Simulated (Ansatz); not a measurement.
GaN (wurtzite, space group No. 186), the program Ansatz at the r²SCAN level (PAW). The conduction-band minimum lies at Γ, with 1 equivalent valley. Second derivatives d²E/dk² of the lowest band at one valley (eV·Å²), along Cartesian directions:

| direction | d²E/dk² |
|---|---|
| [100] | 40.44 |
| [010] | 40.44 |
| [001] | 44.84 |
| [110] | 40.44 |
| [101] | 42.64 |
| [011] | 42.64 |

### Question
Find the principal effective masses, the density-of-states mass and the conductivity mass.

### Answer
Off-diagonal terms follow from H_xy = H[110] − (H_xx + H_yy)/2, and m*/mₑ = 7.620 eV·Å² over each eigenvalue: 0.17, 0.19, 0.19. One valley's DOS mass (m₁m₂m₃)^(1/3) = 0.18, conductivity mass 3/(Σ 1/mᵢ) = 0.18 mₑ.

### Question
What effective density of states Nc follows at 300 K for parabolic valleys?

### Answer
Nc = 2.509e19 × 1 × (0.18)^(3/2) ≈ 1.9e18 cm⁻³.

### Question
With the computed static dielectric constant 9.91 (mean of the diagonal), estimate a hydrogenic donor's binding energy and radius.

### Answer
E = 13.606 eV × 0.18/9.91² ≈ 25 meV; a = 0.529 Å × ε/m* ≈ 29 Å. Semilocal masses tend to be too small where the gap is.

Space group P6_3mc (wurtzite). The r²SCAN relaxation kept the symmetry of its start; phonons on a q-mesh show no instability. Spin–orbit coupling is left out wherever it is not named.

Potentials: the later of the program's two PAW sets.
